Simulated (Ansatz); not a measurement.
MoRh₃:
```yaml
crystal:
  lattice:
    - [5.42992, 0.00000, 0.00000]
    - [-2.71496, 4.70245, 0.00000]
    - [0.00000, 0.00000, 4.32030]
  atoms:
    - { symbol: Mo, position: [0.33333, 0.66667, 0.25000] }
    - { symbol: Mo, position: [0.66667, 0.33333, 0.75000] }
    - { symbol: Rh, position: [0.83329, 0.66658, 0.25000] }
    - { symbol: Rh, position: [0.16671, 0.83329, 0.75000] }
    - { symbol: Rh, position: [0.33342, 0.16671, 0.25000] }
    - { symbol: Rh, position: [0.16671, 0.33342, 0.75000] }
    - { symbol: Rh, position: [0.83329, 0.16671, 0.25000] }
    - { symbol: Rh, position: [0.66658, 0.83329, 0.75000] }
```

Relaxed with PBEsol. Special points in fractions of this cell's reciprocal vectors: Γ (0.000, 0.000, 0.000); M (0.500, 0.000, 0.000); K (0.333, 0.333, 0.000); A (0.000, 0.000, 0.500); L (0.500, 0.000, 0.500); H (0.333, 0.333, 0.500).

**Question.** List the band energies nearest the Fermi level at these points for the program Ansatz at the PBEsol with spin–orbit coupling level (PAW).

**Answer.** In eV from the Fermi level; about four levels below and three above (degenerate sets whole), none deeper than 8.9 eV; points with the same levels are listed once.

```csv
k,below,above
Γ,-1.63 -1.63 -1.25 -1.25,0.23 0.23 0.54 0.54
M,-0.32 -0.32 -0.23 -0.23,0.14 0.14 0.27 0.27
K,-0.84 -0.84 -0.82 -0.82,0.23 0.23 0.49 0.49
A,-0.38 -0.38 -0.38 -0.38,0.42 0.42 0.42 0.42
L,-0.24 -0.24 -0.24 -0.24,0.55 0.55 0.55 0.55
H,-0.03 -0.03 -0.03 -0.03,0.77 0.77 0.78 0.78
```

Space group P6_3/mmc. The workflow started from an entry of the Crystallography Open Database (COD). Its standing as an ambient phase is unchecked. Symmetry was held in the PBEsol relaxation; its stability against distortions is not shown here. The run is not spin-polarised.

Potentials: the later of the program's two PAW sets.
